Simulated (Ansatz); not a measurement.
InRh: a vibration from a frozen displacement

Level of theory: DFT PBEsol, scalar-relativistic, plane waves, PAW in Ansatz 0.2.0. Cutoff 420 eV, Γ-centred 16×16×16 k-points, Gaussian smearing of 0.15 eV. No spin polarisation. Energies are free energies at this smearing, counted from the undisturbed cell; pressure is positive in compression.

The undisturbed cell (as given, not relaxed at this level; it stands at -1.1 GPa, and it needn't be the usual structure):

```yaml
crystal:
  lattice:
    - [3.19600, 0.00000, 0.00000]
    - [0.00000, 3.19600, 0.00000]
    - [0.00000, 0.00000, 3.19600]
  atoms:
    - { symbol: In, position: [0.50000, 0.50000, 0.50000] }
    - { symbol: Rh, position: [0.00000, 0.00000, 0.00000] }
```

Every In atom is moved by x along the Cartesian unit vector (0.000, 1.000, 0.000); the cell and all other atoms stay fixed. The cell's volume is 32.65 Å³; the moved atoms weigh 114.818 u together and the others 102.906 u. Some rows repeat others by symmetry and weren't run.

```csv
x (Å),ΔE (meV/cell),total force on the moved atoms along the move (eV/Å),pressure (GPa)
-0.1000,30.65,0.6128,-0.4075
-0.0875,23.47,0.5363,-0.5683
-0.0750,17.24,0.4597,-0.7077
-0.0625,11.98,0.3831,-0.8258
-0.0500,7.66,0.3065,-0.9225
-0.0375,4.31,0.2299,-0.9978
-0.0250,1.92,0.1533,-1.0516
-0.0125,0.48,0.0766,-1.0839
0.0000,0.00,0.0000,-1.0946
0.0125,0.48,-0.0766,-1.0839
0.0250,1.92,-0.1533,-1.0516
0.0375,4.31,-0.2299,-0.9978
0.0500,7.66,-0.3065,-0.9225
0.0625,11.98,-0.3831,-0.8258
0.0750,17.24,-0.4597,-0.7077
0.0875,23.47,-0.5363,-0.5683
0.1000,30.65,-0.6128,-0.4075
```

What frequency belongs to this motion?

The force constant is k = −dF/dx = 6.128 eV/Å², from the parabola through x = -0.0125, 0 and 0.0125. In every cell the moved atoms swing against the rest, so the mass is μ = m₁m₂/(m₁ + m₂) = 54.268 u, and ν̃ = 521.5 cm⁻¹ × √(|k|/μ) = 175 cm⁻¹, at this cell's pressure of -1.1 GPa. To first order in x, and within 1 %, the force on every atom lies along the move and, within each of the two groups, in proportion to the atom's mass, so this is itself a mode at the zone centre of this cell.

How far does the harmonic law reach?

At x = -0.100 Å, kx²/2 = 30.64 meV against the computed 30.65 meV (+0.0 %): the well is still close to harmonic there.

In a metal these slopes depend on the k mesh and the smearing.